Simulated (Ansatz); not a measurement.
## PbW in Ansatz, relaxation

Run with:

```bash
ansatz run input.yaml --threads 2 --pin off --max-ram 2560MiB --backend cpu --events-out ev --progress --plain --runs-dir out
```

Input:

```yaml
crystal:
  lattice:
    - [6.22819136, 0.0, 0.0]
    - [0.0, 5.80318182, 0.0]
    - [0.0, 0.0, 5.04831298]
  atoms:
    - { symbol: Pb, position: [0.2309, 0.9792, 0.25] }
    - { symbol: Pb, position: [0.7691, 0.0208, 0.75] }
    - { symbol: Pb, position: [0.2309, 0.5208, 0.75] }
    - { symbol: Pb, position: [0.7691, 0.4792, 0.25] }
    - { symbol: W, position: [0.8691, 0.0886, 0.25] }
    - { symbol: W, position: [0.1309, 0.9114, 0.75] }
    - { symbol: W, position: [0.8691, 0.4114, 0.75] }
    - { symbol: W, position: [0.1309, 0.5886, 0.25] }
  symmetry: { tolerance: 0.0003 }
kpoints:
  mp_grid: { grid: [5, 5, 5], shift: [0, 0, 0] }
magnetization:
  spin_polarized: false
scf:
  occupations: { method: fermi_dirac, width: 0.1076 }
  lower_state_search: "off"
hamiltonian:
  pseudopotentials: { kind: paw }
  xc: r2scan
basis:
  ecutwfc: 500
  fft_grid_basis: typed
relax:
  max_steps: 80
  cell: { p_target: 0.0 }
  f_tol: 0.03
output:
  forces: true
  stress: true
  eigenvalues: true
  bader: true
  populations: true
  elf: true
  write_potential: true
  volumetric_format: npy
  dos:
    e_range: [-12, 8]
    de: 0.05
    projected: { site_lists: { Pb: [Pb], W: [W] } }
checkpoint:
  read: saved_state
```

Origin of the cell: a known structure type with other elements, at an estimated volume, so it need not be a known compound.

The saved state is a converged single point of the same cell.

Steps («new basis» is an SCF on plane waves selected anew at the same cell):

| step | ΔF (meV/atom) | max force component (eV/Å) | P (GPa) | volume (Å³) | SCF iterations | step was |
| --- | --- | --- | --- | --- | --- | --- |
| 1 | 0.0 | 10.651 | 42.81 | 182.46 | 6 | accepted |
| 2 | -1145.4 | 3.931 | 7.68 | 195.05 | 9 | accepted |
| 3 | -1575.6 | 2.556 | -0.06 | 188.21 | 8 | accepted |
| 4 | -1953.6 | 1.412 | -2.56 | 178.15 | 8 | accepted |
| 5 | -2194.0 | 0.581 | 3.15 | 168.75 | 8 | accepted |
| 6 | -2287.4 | 0.356 | 3.24 | 171.52 | 8 | accepted |
| 7 | -2377.8 | 0.401 | 1.56 | 175.56 | 8 | accepted |
| 8 | -2473.3 | 0.553 | 1.54 | 177.20 | 8 | accepted |
| 9 | -2551.4 | 0.440 | 0.08 | 178.51 | 7 | accepted |
| 10 | -2585.9 | 0.270 | 3.45 | 177.14 | 8 | accepted |
| 11 | -2594.6 | 0.070 | -0.49 | 183.21 | 7 | accepted |
| 12 | -2595.2 | 0.033 | -0.05 | 182.09 | 6 | accepted |
| 13 | -2595.2 | 0.005 | 0.00 | 182.16 | 7 | accepted |
| 14 | -2607.8 | 0.010 | 0.81 | 182.16 | 8 | new basis |
| 15 | -2611.9 | 0.018 | 0.54 | 184.26 | 7 | accepted |
| 16 | -2613.0 | 0.038 | -0.02 | 187.67 | 8 | accepted |
| 17 | -2613.0 | 0.014 | -0.05 | 187.14 | 6 | accepted |
| 18 | -2613.0 | 0.001 | 0.01 | 187.10 | 5 | accepted |
| 19 | -2613.2 | 0.001 | 0.01 | 187.10 | 5 | new basis |

Before:

Space group Pbcm (No. 57); the run's cell has a = 6.228 Å, b = 5.803 Å, c = 5.048 Å, α = 90.00°, β = 90.00°, γ = 90.00°. Shortest distances: Pb–W 2.34 Å, W–W 3.14 Å.

The relaxed structure.

Space group P4/nmm (No. 129); the run's cell has a = 8.721 Å, b = 4.632 Å, c = 4.632 Å, α = 90.00°, β = 90.00°, γ = 90.00°. Shortest distances: W–W 2.63 Å, Pb–W 3.11 Å, Pb–Pb 3.28 Å.

```yaml
crystal:
  lattice:
    - [8.72077, 0.00000, 0.00000]
    - [0.00000, 4.63186, 0.00000]
    - [0.00000, 0.00000, 4.63197]
  atoms:
    - { symbol: Pb, position: [0.30994, 0.99998, 0.25000] }
    - { symbol: Pb, position: [0.69006, 0.00002, 0.75000] }
    - { symbol: Pb, position: [0.30994, 0.50002, 0.75000] }
    - { symbol: Pb, position: [0.69006, 0.49998, 0.25000] }
    - { symbol: W, position: [0.92845, 0.99999, 0.25000] }
    - { symbol: W, position: [0.07155, 0.00001, 0.75000] }
    - { symbol: W, position: [0.92845, 0.50001, 0.75000] }
    - { symbol: W, position: [0.07155, 0.49999, 0.25000] }
```

| Quantity | Value |
| --- | --- |
| Free energy lowered by | 2613.2 meV/atom |
| Volume change | 2.54 % |
| Final pressure | 0.01 GPa |
| Relaxation steps listed | 19 |
| Formation energy (elements under the same functional, gases as molecules, uncorrected) | 0.511 eV/atom |

Caveats: no moments, though an odd count or open d shells may carry them; no spin-orbit coupling, though heavy elements are present; the given cell is far from equilibrium, with atoms too close or a volume far off; the relaxation held the start's symmetry, so the end may be a saddle point.

It ran for 19 min on 2 threads of Arm Neoverse N1, with other jobs on the host, peak memory 1.1 GiB, from a saved density.
